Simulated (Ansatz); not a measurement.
Data:

TaW3:
```xyz
4
Lattice="0.0000 3.1582 3.1582 3.1582 0.0000 3.1582 3.1582 3.1582 0.0000" Properties=species:S:1:pos:R:3 pbc="T T T"
Ta     0.0000     0.0000     0.0000
W      1.5791     1.5791     1.5791
W      4.7372     4.7372     4.7372
W      3.1582     3.1582     3.1582
```

This is the LDA-relaxed structure.

### Question
All from LDA (plane waves, PAW; program Ansatz), unless another level is named. Estimate the formation energy from the elements (no fitted shifts).

### Answer
-0.10 eV/atom.

### Question
Predict the density of states at the Fermi level.

### Answer
0.41 states/eV per atom (mean over ±0.08 eV).

Space group Fm-3m. The first step of the workflow began from a Materials Project structure, measured or hypothetical; the Crystallography Open Database copy checked does not list it. With Ta and W taken as one species the cell has the higher symmetry Im-3m, so it may be an ordered model of a mixed-site phase. Whether it is the stable phase at ambient conditions was not checked. The LDA relaxation kept the symmetry of its start; whether a distortion lowers the energy is not shown. No spin polarisation was allowed. The references are the lowest solids computed at this level, not always the standard phases. Spin–orbit coupling is left out wherever it is not named.

Potentials: the later of the program's two PAW sets.
